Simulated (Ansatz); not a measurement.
CoC (rock salt, Fm-3m) under volume change, plane-wave PAW PBEsol (Ansatz code), scaled uniformly.

```tsv
V (Å³/atom)	E − E(relaxed) (meV/atom)	P (GPa)
7.060	78.8	39.38
7.293	33.0	24.07
7.526	7.8	11.05
7.758	0.0	0.00
7.991	7.0	-9.34
8.224	26.4	-17.26
8.457	56.5	-23.95
```

Q: What does a third-order Birch–Murnaghan fit give for V₀, B₀ and B′?

A: V₀ = 7.76 Å³/atom, B₀ = 338 GPa, B′ = 4.5.

The start of the workflow was typed in or built on a structure type; neither database checked (COD, Materials Project) lists it. Whether it is the stable phase at ambient conditions was not checked. The PBEsol relaxation kept the symmetry of its start; whether a distortion lowers the energy is not shown. The workflow began spin-polarised and lost its moments. The cell computed holds one magnetic atom, so no antiferromagnetic order was within reach. Its formation energy is positive at this level, so the cell may be metastable or incomplete.

Potentials: the earlier of the program's two PAW sets. The files were generated under PBE; for other functionals the program regenerates the frozen cores, and for LDA and PBEsol the local potential too.
